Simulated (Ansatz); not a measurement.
BP:
```
BP
1.0
    3.19078     0.00000     0.00000
   -1.59539     2.76329     0.00000
    0.00000     0.00000     5.29543
B P
2 2
Direct
  0.66667   0.33333   0.50043
  0.33333   0.66667   0.00043
  0.66667   0.33333   0.87457
  0.33333   0.66667   0.37457
```

This is the r²SCAN-relaxed structure. Cartesian axes are those of the cell as given.

Problem. All from the program Ansatz at the r²SCAN level (PAW), unless another level is named. Predict the piezoelectric stress constants (proper, relaxed ions, C/m²).

Solution. e15 = e24 = 0.10, e31 = e32 = 0.14, e33 = -0.33.

Problem. Next, the bulk modulus (Birch–Murnaghan fit)?

Solution. 1690 kbar.

Problem. Predict the highest zone-centre frequency (without LO–TO term).

Solution. 101.1 meV.

Problem. And the zero-point energy?

Solution. 102.3 meV/atom.

Space group P6_3mc (wurtzite). The workflow started from a Materials Project entry (that database holds measured and hypothetical structures alike); the Crystallography Open Database copy checked does not list it. It is not the phase usual at ambient conditions (space group No. 216). The r²SCAN relaxation kept the symmetry of its start; phonons on a q-mesh show no instability.

Potentials: the earlier of the program's two PAW sets.
